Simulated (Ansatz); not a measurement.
In5Bi3:
```cif
data_Bi12In20
_chemical_formula_sum 'In20 Bi12'
_space_group_name_H-M_alt 'I4/mcm'
_space_group_IT_number 140
_space_group_name_Hall '-I 4 2c'
_cell_length_a 8.29213
_cell_length_b 8.29213
_cell_length_c 13.01718
_cell_angle_alpha 90.000
_cell_angle_beta 90.000
_cell_angle_gamma 90.000
loop_
_atom_site_label
_atom_site_type_symbol
_atom_site_symmetry_multiplicity
_atom_site_Wyckoff_symbol
_atom_site_fract_x
_atom_site_fract_y
_atom_site_fract_z
_atom_site_occupancy
In1 In 4 c 0.00000 0.00000 0.00000 1
In2 In 16 l 0.14699 0.35301 0.16706 1
Bi1 Bi 4 a 0.00000 0.00000 0.25000 1
Bi2 Bi 8 h 0.35131 0.14869 0.00000 1
```
(The calculation used a cell of 16 atoms; values per cell refer to that cell.)

Relaxed at zero pressure with PBEsol (plane waves, PAW; program Ansatz).

The volume is lowered by 6 % and shape and atoms relax at that volume. What pressure results, and how do the axes share the change?

3.2 GPa; a -0.6 %, b -0.6 %, c -4.8 %; the energy rises by 15 meV/atom.

Give the new structure.


Space group I4/mcm (No. 140); a = b = 8.2418 Å, c = 12.3862 Å, α = β = γ = 90.00°

```json
[
 {"atom": "In", "site": "4c", "symmetry": "4/m..", "x": "0.0000", "y": "0.0000", "z": "0.0000"},
 {"atom": "In", "site": "16l", "symmetry": "..m", "x": "0.1463", "y": "0.3537", "z": "0.1676"},
 {"atom": "Bi", "site": "4a", "symmetry": "422", "x": "0.0000", "y": "0.0000", "z": "0.2500"},
 {"atom": "Bi", "site": "8h", "symmetry": "m.2m", "x": "0.3487", "y": "0.1513", "z": "0.0000"}
]
```

The phase is kept; no other phase was compared at this pressure.

The workflow started from a Materials Project entry (that database holds measured and hypothetical structures alike); the Crystallography Open Database files this formula in space group No. 140, but the cells were not matched. Its standing as an ambient phase is unchecked. Symmetry was held in the PBEsol relaxation; whether a distortion lowers the energy is not shown. Axis ratios of metals converge slowly with the k-mesh, so a and c are less sure than the volume. Spin–orbit coupling is left out wherever it is not named.

Potentials: the later of the program's two PAW sets.
